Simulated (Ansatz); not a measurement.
Starting cell, SnTe (rock salt):

```
CELL_PARAMETERS angstrom
      0.00000     3.20463     3.20463
      3.20463     0.00000     3.20463
      3.20463     3.20463     0.00000
ATOMIC_POSITIONS crystal
  Te 0.00000 0.00000 0.00000
  Sn 0.50000 0.50000 0.50000
```

Scan: atom 2 (Sn, nearest neighbour Te at 3.205 Å; its periodic images, 4.5 Å or more away, move with it) is displaced along Cartesian [111], direction (0.577, 0.577, 0.577) in Cartesian axes, by s. The other atoms stay.

The numbers are results of PBE (plane waves to 420 eV, PAW, scalar-relativistic; Ansatz, a quantum-chemistry and plane-wave program), not measurements. k mesh 10×10×10 (Γ-centred), Fermi-Dirac smearing 0.05 eV. The energy includes the smearing's −TS. SnTe was relaxed with its symmetry unable to fall. Spin-orbit coupling is left out, though Te is heavy. The PAW data are Ansatz's earlier set. ΔE is measured from the undisplaced structure.

```json
[
 {"s (Å)": "-0.960", "ΔE (meV/cell)": "withheld"},
 {"s (Å)": "-0.768", "ΔE (meV/cell)": "468"},
 {"s (Å)": "-0.576", "ΔE (meV/cell)": "190"},
 {"s (Å)": "-0.384", "ΔE (meV/cell)": "43"},
 {"s (Å)": "-0.192", "ΔE (meV/cell)": "0"},
 {"s (Å)": "0.000", "ΔE (meV/cell)": "0"},
 {"s (Å)": "0.192", "ΔE (meV/cell)": "0"},
 {"s (Å)": "0.384", "ΔE (meV/cell)": "43"},
 {"s (Å)": "0.576", "ΔE (meV/cell)": "190"},
 {"s (Å)": "0.768", "ΔE (meV/cell)": "468"},
 {"s (Å)": "0.960", "ΔE (meV/cell)": "withheld"}
]
```

### Question
Fit an even polynomial form (powers 2, 4, 6) to the given rows and predict ΔE at s = -0.960.

### Answer
Least squares on the 9 given rows: ΔE = (-26.35)·s² + (2346)·s⁴ + (-1622)·s⁶, in meV/cell with s in Å; root-mean-square residual 1.1 meV/cell. At -0.960 the fit gives 699 meV/cell; the calculation gives 855 meV/cell, so the extrapolation is off by -156 (-18.2 %). The quadratic term alone would give -24 meV/cell: it is negative, as the undisplaced cell is unstable along this move.

(For displaced atoms, the force is minus the slope of the energy, and its curvature is a force constant, which sets phonon frequencies.)
